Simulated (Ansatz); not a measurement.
Level of theory: DFT PBE, scalar-relativistic, plane waves, PAW (Ansatz). Cutoff 420 eV, Γ-centred 12×12×12 mesh (4-atom cell), Gaussian smearing of 0.10 eV, collinear spin.

Formation energies are uncorrected and count from the elements' standard states at the same level.

Question: Suggest a trial structure for a cubic metal that holds Ta and 1 more element, with a formation energy near −2.42 eV/atom, a density near 5.47 g/cm³ and a net moment near 0.5 μB per atom, in a cell of 4 atoms.

Answer: TaF3, space group Pm-3m (No. 221). Ta has 6 F at 2.08 Å; around F lie 2 Ta at 2.08 Å.

```cif
data_structure
_symmetry_space_group_name_H-M 'Pm-3m'
_symmetry_Int_Tables_number 221
_cell_length_a 4.1646
_cell_length_b 4.1646
_cell_length_c 4.1646
_cell_angle_alpha 90.000
_cell_angle_beta 90.000
_cell_angle_gamma 90.000
_cell_volume 72.23
loop_
_atom_site_label
_atom_site_type_symbol
_atom_site_symmetry_multiplicity
_atom_site_Wyckoff_symbol
_atom_site_fract_x
_atom_site_fract_y
_atom_site_fract_z
_atom_site_occupancy
Ta1 Ta 1 b 0.50000 0.50000 0.50000 1
F1 F 3 c 0.00000 0.50000 0.50000 1
```

The volume per atom is 18.06 Å³. The density is 5.47 g/cm³ and the energy over the elements is −2.42 eV/atom. The gap on the 12×12×12 mesh of the 4-atom cell is 0 eV (a metal) and the net moment per atom is 0.50 μB. The moment by site is Ta 0.9 μB.

The cell was reached from a generator's guess, though it ends in a space group that the Crystallography Open Database lists for this formula. The answer needn't be unique; the calculation gave this one.

Spin–orbit coupling, which can matter for Ta, is left out. The magnetic state reached may not be the lowest. A structure relaxed within its symmetry needn't be a true minimum. Site moments count only spheres around the atoms; the net moment includes the space between them.
